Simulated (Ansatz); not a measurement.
Re$_{2}$B in space group P4/nmm (No. 129; Re on 2a, Re on 2c, B on 2c) under volume change, PBE in the plane-wave PAW code Ansatz, shape and atoms relaxed at each volume.

| V (Å³/atom) | E − E(relaxed) (meV/atom) | P (GPa) |
|---|---|---|
| 11.345 | [?] | [?] |
| 11.719 | 49.8 | 22.55 |
| 12.093 | [?] | [?] |
| 12.467 | 0.0 | 0.00 |
| 12.841 | 10.5 | -8.78 |
| 13.215 | 40.0 | -16.20 |
| 13.589 | 85.3 | -22.41 |

**Question.** What belongs in the gaps?

**Answer.** 
- 12.093, E − E(relaxed) (meV/atom): 11.8
- 12.093, P (GPa): 10.35
- 11.345, E − E(relaxed) (meV/atom): 118.8
- 11.345, P (GPa): 36.92

**Question.** What does a third-order Birch–Murnaghan fit give for V₀, B₀ and B′?

**Answer.** V₀ = 12.47 Å³/atom, B₀ = 316 GPa, B′ = 4.5.

A made-up cell: these elements were put on the sites of a structure type; neither database checked (COD, Materials Project) lists it. Whether it is the stable phase at ambient conditions was not checked. The PBE relaxation kept the symmetry of its start; whether a distortion lowers the energy is not shown. The run is not spin-polarised. Scalar-relativistic: spin–orbit coupling is off unless named, which matters more the heavier the elements.

Potentials: the earlier of the program's two PAW sets.
